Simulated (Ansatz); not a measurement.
input.yaml (Ansatz)

```yaml
crystal:
  lattice:
    - [-1.4951069015, 1.4951069015, 1.4951069015]
    - [1.4951069015, -1.4951069015, 1.4951069015]
    - [1.4951069015, 1.4951069015, -1.4951069015]
  atoms:
    - { symbol: Ru, position: [0.0, 0.0, 0.0], spin: 1.0 }
hamiltonian:
  xc: mr2scan
  pseudopotentials:
    kind: paw
    azcp:
      Ru: "pseudopotentials/Ru.paw.azcp"
basis:
  ecutwfc: 500
  fft_grid_basis: typed
kpoints:
  mp_grid: { grid: [24, 24, 24], shift: [0, 0, 0] }
magnetization:
  spin_polarized: true
scf:
  occupations: { method: fermi_dirac, width: 0.05 }
output:
  stress: true
```

Terminal output

```
Engine: ansatz 0.2.0, aarch64-unknown-linux-gnu
Pseudopotentials: kind: paw
Pseudopotential: Ru, paw, valence charge 16, recommended cutoff 500 eV (meta_gga) 
Functional definition: m-r2SCAN
  exchange = m_r2scan_x
  correlation = m_r2scan_c
Crystal: 1 atoms, lattice volume = 13.368 Å³
Basis set: ecut = 500 eV, 321 PW (Γ), exchange–correlation on 80×80×80 points (64 copies of the dense FFT grid, shifted against one another)
Bands: 13, of which v1, the nominal top of the filled ones, is band 8 counted from 1 (7 counted from 0)
Symmetry: 48 space group operations
Space group: Im-3m (ITA 229), of the structure as read, at distance tolerance 2.4e-5 Å
Magnetic group: BNS 229.140 (UNI 1642), of the structure as read, at distance tolerance 2.4e-5 Å
k-points: 413 of 13824
Non-local potential: Ru, projectors of the file, l = 0: 3, l = 1: 2, l = 2: 2, l = 3: 1
PAW form: soft (Blöchl's): semilocal exchange-correlation on the pseudo side does not see the compensation charge
PAW frozen core: Ru, regenerated for the run's functional (the file was generated under x = pbe(κ = 0.804, μ = 0.2195149727645171), c = pbe(β = 0.06672455060314922))
PAW one-centre angular grid: Ru, 590 points (default); XC on 160 Gauss nodes
Initial density: superposition of atomic densities (chi_scale 0.1, normalization cell)
Starting moments: Σ|m| = 1 μB on 1 of 1 site
Initial wavefunctions: pseudopotential atomic-orbital guess
Functional: x = mr2scan, c = mr2scan; τ floored in thin density (d = 2e-4 eV/Å³)
SCF iter   1: F=—  HF=-5890.809615 eV  |F-HF|=—  |Δ(HF+E_count)|=         —  Δρ=6.11e-2 (↑6.11e-2 ↓5.38e-2)  dr2=1.58e0  dr2_τ=1.39e-2  dr2_m=3.37e-2  M=0.729 μB ∫|m|=0.729 μB  β_m=1.00  ethr=3.10e-3  ⟨swp⟩=5.7  Hψ=59184  notcnv=0
Mixer restart at iter 1: flushing history
SCF iter   2: F=—  HF=-5890.008291 eV  |F-HF|=—  |Δ(HF+E_count)|=   8.01e-1  Δρ=2.23e-2 (↑1.85e-2 ↓2.23e-2)  dr2=1.88e-1  dr2_τ=7.59e-3  dr2_m=1.45e-3  M=0.684 μB ∫|m|=0.684 μB  β_m=1.00  ethr=3.10e-3  ⟨swp⟩=2.8  Hψ=26244  notcnv=0  defer=217  κ⁻¹=1.0e0(r=1)
SCF iter   3: F=—  HF=-5890.057407 eV  |F-HF|=—  |Δ(HF+E_count)|=         —  Δρ=3.49e-2 (↑3.49e-2 ↓2.72e-2)  dr2=1.99e-2  dr2_τ=1.22e-2  dr2_m=1.07e-1  M=0.239 μB ∫|m|=0.241 μB  β_m=0.47  ethr=1.18e-3  ⟨swp⟩=2.6  Hψ=18832  notcnv=0  defer=217
Mixer restart at iter 3: flushing history
SCF iter   4: F=—  HF=-5890.058235 eV  |F-HF|=—  |Δ(HF+E_count)|=   8.29e-4  Δρ=2.54e-2 (↑2.54e-2 ↓2.05e-2)  dr2=9.11e-3  dr2_τ=1.38e-3  dr2_m=5.85e-2  M=0.156 μB ∫|m|=0.156 μB  β_m=0.35  ethr=1.24e-4  ⟨swp⟩=1.9  Hψ=13679  notcnv=0  defer=217  κ⁻¹=1.0e0(r=1)
SCF iter   5: F=—  HF=-5890.054107 eV  |F-HF|=—  |Δ(HF+E_count)|=   4.13e-3  Δρ=1.20e-2 (↑1.20e-2 ↓1.12e-2)  dr2=5.87e-4  dr2_τ=5.66e-4  dr2_m=1.60e-2  M=-0.071 μB ∫|m|=0.072 μB  β_m=1.00  ethr=5.69e-5  ⟨swp⟩=2.5  Hψ=21220  notcnv=0  defer=217  κ⁻¹=1.1e-1(r=2)
SCF iter   6: F=—  HF=-5890.035200 eV  |F-HF|=—  |Δ(HF+E_count)|=   1.89e-2  Δρ=3.02e-3 (↑1.57e-3 ↓3.02e-3)  dr2=8.76e-4  dr2_τ=4.70e-5  dr2_m=2.13e-4  M=-0.249 μB ∫|m|=0.252 μB  β_m=1.00  ethr=3.67e-6  ⟨swp⟩=2.5  Hψ=22400  notcnv=0  defer=217  κ⁻¹=1.7e-2(r=3)
...
SCF 1 converged in 22 iterations: F = -5890.034898 eV  dr2 = 2.53e-13
...
SCF iter  20: F=-5890.034898 eV  HF=-5890.034898 eV  |F-HF|=6.49e-8  |Δ(HF+E_count)|=   2.02e-7  Δρ=3.40e-6 (↑3.40e-6 ↓3.14e-6)  dr2=1.96e-10  dr2_τ=1.27e-10  dr2_m=1.03e-9  M=0.000 μB ∫|m|=0.000 μB  β_m=1.20  ethr=1.37e-11  ⟨swp⟩=3.0  Hψ=27048  notcnv=0  κ⁻¹=3.2e-7(r=8)
iter 21 did not close the SCF: its close was put off for a magnetic moment that had not settled (scf_convergence_deferred on its scf_iter line)
SCF iter  21: F=-5890.034898 eV  HF=-5890.034898 eV  |F-HF|=2.53e-9  |Δ(HF+E_count)|=   8.12e-8  Δρ=6.58e-7 (↑5.95e-7 ↓6.58e-7)  dr2=4.34e-12  dr2_τ=4.60e-12  dr2_m=4.49e-11  M=0.000 μB ∫|m|=0.000 μB  β_m=1.20  ethr=1.22e-12  ⟨swp⟩=1.0  Hψ=38656  notcnv=0  κ⁻¹=5.9e-8(r=8)
SCF iter  22: F=-5890.034898 eV  HF=-5890.034898 eV  |F-HF|=1.71e-10  |Δ(HF+E_count)|=   2.65e-9  Δρ=2.24e-7 (↑2.24e-7 ↓2.04e-7)  dr2=2.43e-13  dr2_τ=5.32e-13  dr2_m=5.42e-12  M=-0.000 μB ∫|m|=0.000 μB  ethr=1.00e-12  ⟨swp⟩=1.0  Hψ=31471  notcnv=0
SCF 2 converged in 22 iterations: F = -5890.034898 eV  dr2 = 2.43e-13
WARN: the starting moments were not kept: the SCF closed with an absolute magnetisation of 9.8e-6 μB, where they sum to 1 μB in size (1 site). That is at most 0.1 of that sum. Measured as dr2_m measures the in/out step, that magnetisation stands 5.8e-11 eV from none, at or under the dr2_threshold of 1.0e-7 eV: it is no larger than a step whose dr2_m would equal this threshold. The system may hold no moment; this SCF shows only that its start led to no more than that. To try another start: raise the starting moments (crystal.atoms[].spin, magnetization.per_species, magnetization.initial_magnetization, or on a non-collinear deck that types none of these the spinor_matrix: blocks that start its atoms; where the total moment is fixed, keep their sum and leave initial_magnetization as it is; typed ones take the place of any that the run laid by itself, positive ones on a crystal's lanthanoids without a Hubbard term where scf.initial_density.shell_occupations: [] is typed) or, if the notice of its spin-set hold's release reads "site moments contracting" or "site moments show no strong build", lengthen the hold (scf.mixing.spin_hold: { on: { confirm: 4 } }; for m-r²SCAN on two components see the key's manual first). Each may lead to a state that holds a moment. A second SCF, from the converged charge density, with the starting moments and any scf.initial_density.shell_occupations laid on it anew, would have followed, and was not run: the deck does not ask for one (magnetization.retry_lost_moments is false, the default). To let it run, set magnetization.retry_lost_moments: true and run the deck again, where that key's refused combinations let it; where memory then withholds it, that run's warning says so.
this state was not tested for a lower state beside it, because the mixer in use, unlike msr1, does not test its closes by its own steps (another_mixer; see scf.mixing.algorithm and scf.lower_state_search)
SCF converged after 22 iterations
Magnetization: -0.0000 μB (8.0000 up, 8.0000 down)
Absolute magnetization: 0.0000 μB (∫|ρ↑−ρ↓|, with the PAW one-centre terms)
Spin contamination: 0.0000 ħ² per cell (⟨S²⟩ above its minimum at these occupations)
Per-site moments (μB) at R_I (Å): [(-9.339623635202385e-6, 1.0682104604097618)]
Free energy (F): -5890.034898 eV
Harris-Foulkes:  -5890.034898 eV  (|F-HF|=6.37e-12)
Internal energy: -5890.021339 eV  (E = F + TS)
E sigma→0 (E₀):  -5890.028118 eV
Entropy (-TS):   -0.013559 eV (-13.559 meV/atom)
Fermi energy:    24.030885 eV
--- Per-component energies (eV) ---
  E_band       = -60.614333
  E_kinetic    = 515.760961
  E_local      = -1242.151432  (includes V_loc(G=0)·N_el)
  E_nonlocal   = 344.170630
  E_hartree    = 399.527114
  E_xc         = -184.412756
  E_vxc        = -267.124518  (∫ρ·V_xc dr)
  E_paw        = -3479.397511  (= ΣΔE_a)
  E_vpaw       = -229.093421  (= ΣTr[D̂ρ^β])
  E_aug_tail   = 0.000082  (compensation charges beyond the density's cutoff)
  E_vtau       = 18.769141  (kinetic-family band-sum trace: ∫τ·v_τ [+ j·A + Jᵃ·Aᵃ] dr)
  E_ewald      = -2243.207473
  E_core_change = -0.310956  (= ΣΔE_core)
  E_smearing   = -0.013559  (= −TS)
  E_closure    = 0.000000  (closes the sum)
  Σ components = -5890.034898   (vs F -5890.034898, Δ=0.00e0)
--- Stress (GPa, compression-positive) ---
       13.805870       0.000000      -0.000000
        0.000000      13.805870       0.000000
        0.000000       0.000000      13.805870
  P = ⅓ Tr σ = 13.8059 GPa (138.059 kbar)
```
